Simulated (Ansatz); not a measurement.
One relaxed cell of BaCdSbF at several levels

A database entry relaxed whole under r2SCAN at zero pressure (P4/nmm, No. 129):

```
CELL_PARAMETERS angstrom
4.61570 0.00000 0.00000
0.00000 4.61570 0.00000
0.00000 0.00000 9.80183
ATOMIC_POSITIONS crystal
Ba 0.50000 0.00000 0.36053
Ba 0.00000 0.50000 0.63947
Cd 0.50000 0.50000 0.00000
Cd 0.00000 0.00000 0.00000
Sb 0.50000 0.00000 0.81464
Sb 0.00000 0.50000 0.18536
F 0.50000 0.50000 0.50000
F 0.00000 0.00000 0.50000
```

Its volume is 26.10 Å³ an atom, +2.2 % against the entry's 25.53, a measured cell (2010, 200 K).

Single points on this cell with plane-wave PAW DFT (Ansatz 0.2.0; r2SCAN 500 eV, hybrids 420 eV; fermi-dirac occupations of width 0.020 eV; no moments): r2SCAN on a 6×6×4 Γ-centred mesh; r2SCAN with spin-orbit coupling on a 6×6×4 Γ-centred mesh; HSE06 on a 6×6×2 Γ-centred mesh; PBE0 on a 6×6×2 Γ-centred mesh.

What does each level give for gap and charges?

The runs give:

```
                          level  gap (eV), or kind  pressure (GPa)  Bader charge of Ba (e)  Bader charge of Cd (e)  Bader charge of Sb (e)  Bader charge of F (e)
                         r2SCAN               0.58             0.0                   +1.56                   +0.31                   -1.00                  -0.87
r2SCAN with spin-orbit coupling               0.38             0.0                   +1.56                   +0.30                   -1.00                  -0.87
                          HSE06               0.88             0.1                   +1.57                   +0.32                   -1.01                  -0.88
                           PBE0               1.49             0.0                   +1.58                   +0.32                   -1.01                  -0.88
```

Under r2SCAN the gap is 0.58 eV, over mesh and band path. HSE06 moves it by +0.30 eV and PBE0 by +0.91 eV; PBE0 keeps its exact exchange at long range, which widens the gap over HSE06's by 0.61 eV on their common mesh. Spin-orbit coupling moves the r2SCAN gap by -0.20 eV, which the hybrid values lack.

Caveats: the relaxation kept the start's symmetry; HSE06 is read on its mesh and at the zone's corners, PBE0 on its mesh alone; hybrid pressures are good to a few tenths of a GPa; pressure is positive in compression.
